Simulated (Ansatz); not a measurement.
**Nb3Te: constraining the magnetisation**

System: Nb3Te, an experimental structure (space group Pm-3n); the cell holds 8 atoms. Source: COD entry 1523365, which need not be the ambient phase.

```
Te Nb
1.0
     5.26100    0.00000    0.00000
     0.00000    5.26100    0.00000
     0.00000    0.00000    5.26100
Te Nb
2 6
Cartesian
  0.0000 0.0000 0.0000
  2.6305 2.6305 2.6305
  1.3153 0.0000 2.6305
  2.6305 3.9458 0.0000
  3.9458 0.0000 2.6305
  2.6305 1.3153 0.0000
  0.0000 2.6305 3.9458
  0.0000 2.6305 1.3153
```

Site labels below count the atoms in this order, from 1.

Level of theory: DFT, r2SCAN+U, PAW, plane waves, scalar-relativistic (Ansatz).

```yaml
hubbard_term_dudarev_form: U − J = 0.7 eV on Nb d, on Löwdin-orthonormalised all-electron atomic orbitals
plane_wave_cutoff: 500 eV
k_point_mesh: 4×4×4 (Γ-centred)
occupations: Fermi–Dirac smearing, 0.05 eV
```

Moments by site are taken inside atomic spheres; the rest lies between them.

A static U favours moments and orbital order; the result depends on U and need not be the measured state.

For a metal this mesh leaves errors of several meV/atom.

Each run fixes N↑ − N↓ and starts with that moment spread in parallel over the Nb atoms; no search for lower states follows. F is the free energy per cell, and F(lowest) that of the lowest run, the runs with a free moment included. Each row is one local solution, which need not be the lowest state at that M. The run at M = 0 starts without moments and gives the spin-unpolarised solution; a state with cancelling moments wasn't tried, and may lie lower. The program warns that the SCF threshold is loose for stress, so pressures can be off by 0.1 GPa or more.

The run at M = 1.80 μB took 58 s on 2 threads of x86-64 server CPU, on a shared host, peak memory 0.96 GiB.

| fixed M (μB/cell) | F − F(lowest) (meV/cell) | moments of Nb3 Nb4 Nb5 Nb6 Nb7 Nb8 (μB) | pressure (GPa) |
| --- | --- | --- | --- |
| 0.00 | 0 | 0.00 0.00 0.00 0.00 0.00 0.00 | 0.9 |
| 0.45 | 46 | 0.05 0.05 0.05 0.05 0.05 0.05 | 1.0 |
| 0.90 | 115 | 0.10 0.10 0.10 0.10 0.10 0.10 | 1.1 |
| 1.35 | 196 | 0.15 0.15 0.15 0.15 0.15 0.15 | 1.2 |
| 1.80 | 298 | 0.19 0.19 0.19 0.19 0.19 0.19 | 1.5 |
| 2.25 | 464 | 0.24 0.24 0.24 0.24 0.24 0.24 | 2.1 |
| 2.70 | 669 | 0.28 0.28 0.28 0.28 0.28 0.28 | 2.6 |
| 3.15 | 895 | 0.33 0.33 0.33 0.33 0.33 0.33 | 3.1 |
| 3.60 | 1142 | 0.38 0.38 0.38 0.38 0.38 0.38 | 3.5 |

The lowest fixed-moment run is the one at M = 0.00 μB (0 meV). With the constraint released: “parallel moments scaled by 0.1, free total moment [Nb3 0.10, Nb4 0.10, Nb5 0.10, Nb6 0.10, Nb7 0.10, Nb8 0.10 μB]” ends at 0.00 μB, 0 meV; “parallel moments, free total moment [Nb3 1.00, Nb4 1.00, Nb5 1.00, Nb6 1.00, Nb7 1.00, Nb8 1.00 μB]” ends at 0.00 μB, 0 meV.
